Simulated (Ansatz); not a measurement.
Start of a relaxation of NaBe4:

Space group P-3m1 (No. 164). a = 2.515 Å, b = 2.515 Å, c = 8.086 Å, α = 90.00°, β = 90.00°, γ = 120.00°
```json
{"atom": "Na", "site": "1a", "symmetry": "-3m.", "x": "0.0000", "y": "0.0000", "z": "0.0000"}
{"atom": "Be", "site": "2d", "symmetry": "3m.", "x": "0.3333", "y": "0.6667", "z": "0.8659"}
{"atom": "Be", "site": "2d", "symmetry": "3m.", "x": "0.3333", "y": "0.6667", "z": "0.3768"}
```

These are results of Ansatz, DFT PBE, scalar-relativistic, plane waves, PAW, not measurements. Cutoff 420 eV, Gaussian smearing, Γ-centred meshes. Cell and atoms relax first on a coarse mesh and then on a finer one. In between, the cell is made exact in the group found at 0.06 Å. In metals the finer mesh still leaves noise of several meV/atom or more. The steps can't lower the symmetry of their start. No spin polarisation.

A guess keeps its type if space group and coordination stay and the shape of the cell changes little (axis ratios within about 15 %, angles within 6°); the volume may change.

Question: Does this structure survive the relaxation?

Answer: It doesn't keep its type. The symmetry stays P-3m1 (No. 164). The volume per atom grows by 19.1 %, from 8.9 to 10.5 Å³. The shortest distance goes from 1.81 Å (Na–Be) to 2.24 Å (Be–Be). The ratio c/a of the conventional cell changes by a factor of 1.34. Counting neighbours within 15 % of an atom's shortest distance, the start has Be 3/12, Na 6 and the end Be 9/12, Na 6. In detail, at the end around Na lie 6 Na at 2.42 Å and 6 Be at 2.91 Å; Be on its first site has 3 Be at 2.25 Å, 6 Be at 2.42 Å and 3 Na at 2.91 Å; Be on its second site has 6 Be at 2.24–2.25 Å and 6 Be at 2.42 Å.

```
Na Be
1.0
     2.42047    0.00000    0.00000
    -1.21023    2.09619    0.00000
     0.00000    0.00000   10.39471
Na Be
1 4
Direct
  0.00000 0.00000 0.00000
  0.33333 0.66667 0.75401
  0.33333 0.66667 0.41551
  0.66667 0.33333 0.24599
  0.66667 0.33333 0.58449
```

The zero of energy is the elements' standard structures at the same level; no fitted shifts are applied.

Question: At what energy does it end?

Answer: +0.45 eV/atom. It can't be a ground state, since the elements alone are lower.

The last run used an 18×18×4 mesh (in the run's order of axes) for its 5-atom cell and Gaussian smearing of 0.10 eV. Symmetry constrained the relaxation, so the result can be a saddle point.

In counts of neighbours, a slash parts the counts of unlike sites.
